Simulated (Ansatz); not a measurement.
Below is a relaxed structure of Sn3GeO4. The cell was found from a structure generator's guess, not taken from experiment.

Level of theory: Ansatz, DFT PBE, scalar-relativistic, plane waves, PAW. Cutoff 420 eV, Γ-centred mesh, Gaussian smearing, no spin polarisation.

```yaml
crystal:
  lattice:
    - [3.94100, -3.72551, 0.00000]
    - [3.94100, 3.72551, 0.00000]
    - [-0.08857, 0.00000, 5.12630]
  atoms:
    - { symbol: Sn, position: [0.99834, 0.49636, 0.77360] }
    - { symbol: Sn, position: [0.49636, 0.99834, 0.77360] }
    - { symbol: Sn, position: [0.49722, 0.49722, 0.24052] }
    - { symbol: Ge, position: [0.96653, 0.96653, 0.21304] }
    - { symbol: O, position: [0.29916, 0.29916, 0.96054] }
    - { symbol: O, position: [0.73686, 0.73686, 0.03902] }
    - { symbol: O, position: [0.21719, 0.79141, 0.00150] }
    - { symbol: O, position: [0.79141, 0.21719, 0.00150] }
```

The zero of energy is the elements' standard structures at the same level (O₂ as a molecule); no fitted shifts are applied. The references include grey tin.

Q: Find its symmetry and describe it.

A: Cm (No. 8). Conventional cell: a = 7.882 Å, b = 7.451 Å, c = 5.127 Å, β = 91.0°. Around Sn on a site of symmetry 1 lie 1 O at 2.12 Å and 3 O at 2.28–2.34 Å; Sn on a site of symmetry m is surrounded by 2 O at 2.10–2.17 Å and 2 O at 2.47 Å; around Ge lie 3 O at 1.95–2.00 Å; O on a site of symmetry m has 3 Sn at 2.10–2.12 Å; 2 more sites not described.

Q: How far does it lie from the elements in energy?

A: −1.212 eV/atom. Whether it is stable depends on the other phases of the system, which aren't compared here.

Q: Is it a metal?

A: No, the gap on the 8×8×8 mesh is 0.56 eV.

The last run used an 8×8×8 mesh for its 8-atom cell and Gaussian smearing of 0.02 eV. No dispersion correction is applied, so the spacing and binding between layers, chains or molecules are poorly described. Kohn–Sham gaps at this level usually fall short of measured ones. Symmetry constrained the relaxation, so the result can be a saddle point.
